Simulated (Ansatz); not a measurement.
Starting cell, SiC (wurtzite):

```yaml
crystal:
  lattice:
    - [3.07590, 0.00000, 0.00000]
    - [-1.53795, 2.66381, 0.00000]
    - [0.00000, 0.00000, 5.04769]
  atoms:
    - { symbol: Si, position: [0.66667, 0.33333, 0.00051] }
    - { symbol: Si, position: [0.33333, 0.66667, 0.50051] }
    - { symbol: C, position: [0.66667, 0.33333, 0.62469] }
    - { symbol: C, position: [0.33333, 0.66667, 0.12469] }
```

Two-dimensional scan of atom 2 (Si, nearest neighbour C at 1.883 Å; its periodic images, 3.1 Å or more away, move with it): u runs along (1.000, 0.000, 0.000), v along (0.000, 1.000, 0.000) (Cartesian). Cell and other atoms are fixed.

All values below come from PBEsol (plane waves to 420 eV, PAW, scalar-relativistic; Ansatz, an electronic-structure program). k mesh 10×10×5 (Γ-centred), Fermi-Dirac smearing 0.05 eV. Points where atoms come too close for the PAW data are left out (x in tables, blank in figures). Fu and Fv are the components of the force on the atom. SiC was relaxed with its symmetry unable to fall. 

| Fv (eV/Å) | u = -0.620 | u = -0.310 | u = 0.000 | u = 0.310 | u = 0.620 |
|---|---|---|---|---|---|
| v = -0.620 | x | 6.09 | 3.71 | 6.09 | x |
| v = -0.310 | x | … | 3.82 | … | x |
| v = 0.000 | 13.18 | 2.81 | 0.00 | 2.81 | 13.18 |
| v = 0.310 | … | -6.84 | -9.65 | -6.84 | … |
| v = 0.620 | -14.60 | x | x | x | -14.60 |

What belongs in the gaps?


- v = -0.310, u = -0.310: 7.27
- v = -0.310, u = 0.310: 7.27
- v = 0.310, u = -0.620: 0.43
- v = 0.310, u = 0.620: 0.43

(A displaced cell: forces are minus the slopes of the energy, force constants its curvatures, and phonons follow from these.)
